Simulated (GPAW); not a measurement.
In3SbTe2: changing the functional

```yaml
crystal:
  lattice:
    - [4.42810, 0.00000, 0.00000]
    - [-2.21405, 3.83484, 0.00000]
    - [0.00000, 0.00000, 10.75645]
  atoms:
    - { symbol: Te, position: [0.66667, 0.33333, 0.32831] }
    - { symbol: Te, position: [0.33333, 0.66667, 0.67169] }
    - { symbol: Sb, position: [0.00000, 0.00000, 0.00000] }
    - { symbol: In, position: [0.66667, 0.33333, 0.84307] }
    - { symbol: In, position: [0.33333, 0.66667, 0.15693] }
    - { symbol: In, position: [0.00000, 0.00000, 0.50000] }
```

The cell comes from a database or a generator and needn't be the stable form of this composition.

Kept alike: task band structure; k mesh 5 × 5 × 2; occupations fermi-dirac, width 0.05 eV; no spin polarisation. Program: GPAW, potentials by row: the program's PAW data sets (release 1.2.1) made for this functional (LDA); PAW data sets generated for this functional (PBEsol); GPAW PAW data sets (gpaw-data 1.2.1) (r2SCAN on files made for PBE), cutoff 600 eV. The mesh is that of the run's cell of 6 atoms. No spin-orbit coupling.

| functional | pressure (GPa) |
| --- | --- |
| LDA | -4.35 |
| PBEsol | -3.05 |
| r2SCAN | -1.63 |

Pressure is positive in compression; the values hold the error of the finite cutoff, so their zero can differ a little from the energy's minimum. For a metal such a mesh leaves the last digits unconverged.

The pressure runs from -4.35 (LDA) to -1.63 GPa (r2SCAN).
